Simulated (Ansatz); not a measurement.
SnS2 (CdI2 type)

```yaml
crystal:
  lattice:
    - [3.66945, 0.00000, 0.00000]
    - [-1.83473, 3.17784, 0.00000]
    - [0.00000, 0.00000, 5.80763]
  atoms:
    - { symbol: Sn, position: [0.00000, 0.00000, 0.00000] }
    - { symbol: S, position: [0.33333, 0.66667, 0.25455] }
    - { symbol: S, position: [0.66667, 0.33333, 0.74545] }
```

The slice is a (1 -1 0 0) plane (indices of the conventional cell) through the point (0.000, 0.000, 0.000) (fractional), spanned by u = [110] and v = [001] in vectors of this cell: u (3.67 Å) and v (5.81 Å, at 90° to u). It covers one period; positions are fractions (u, v).

The numbers are results of PBE-D3(BJ) (plane waves to 420 eV, PAW, scalar-relativistic; Ansatz, a first-principles code), not measurements. k mesh 10×10×6. Near the nuclei the fields are pseudised (PAW); where an atom keeps semicore shells as valence, they peak there. SnS2 was relaxed with its symmetry unable to fall. The PAW data are Ansatz's earlier set.

Three fields on this plane, each scaled to ten steps between its own extremes (0 low, 9 high; the total valence density on a logarithmic scale, the potential cut 8 eV below its top; x marks points blanked near nuclei; v = 0 in the bottom row):

Map A
```
|xxxx33222233xxx|
|xxxx33444433xxx|
|xxx3356666533xx|
|xx335788887533x|
|223468999986432|
|122368999986322|
|011368999986311|
|000257999975200|
|000136888863100|
|000013455431000|
|000000111100000|
|000000000000000|
|000000111100000|
|000013455431000|
|000136888863100|
|000257999975200|
|011368999986311|
|122368999986322|
|223468999986432|
|xx335788887533x|
|xxx3356666533xx|
|xxxx33444433xxx|
|xxxx33222233xxx|
|xxxxx221122xxxx|
```

Map B
```
|xxxx00355300xxx|
|xxxx00455400xxx|
|xxx0024444200xx|
|xx001333333100x|
|000244211244200|
|344554211245544|
|667765311356776|
|888876544567888|
|999988766788999|
|999999888899999|
|999999999999999|
|999999999999999|
|999999999999999|
|999999888899999|
|999988766788999|
|888876544567888|
|667765311356776|
|344554211245544|
|000244211244200|
|xx001333333100x|
|xxx0024444200xx|
|xxxx00455400xxx|
|xxxx00355300xxx|
|xxxxx035530xxxx|
```

Map C
```
|xxxx98777789xxx|
|xxxx98777789xxx|
|xxx9988888899xx|
|xx988889988889x|
|887888999988878|
|666778999987766|
|455678999987655|
|334567888876543|
|223456777765432|
|112345566554321|
|001234455443210|
|000123444432100|
|001234455443210|
|112345566554321|
|223456777765432|
|334567888876543|
|455678999987655|
|666778999987766|
|887888999988878|
|xx988889988889x|
|xxx9988888899xx|
|xxxx98777789xxx|
|xxxx98777789xxx|
|xxxxx876678xxxx|
```

Question: Assign the maps to these fields: electron localisation function (ELF); valence electron density; electrostatic potential energy of an electron, from the cell's mean.

Answer: A is the electron localisation function (ELF); B is the electrostatic potential energy of an electron, from the cell's mean; C is the valence electron density.
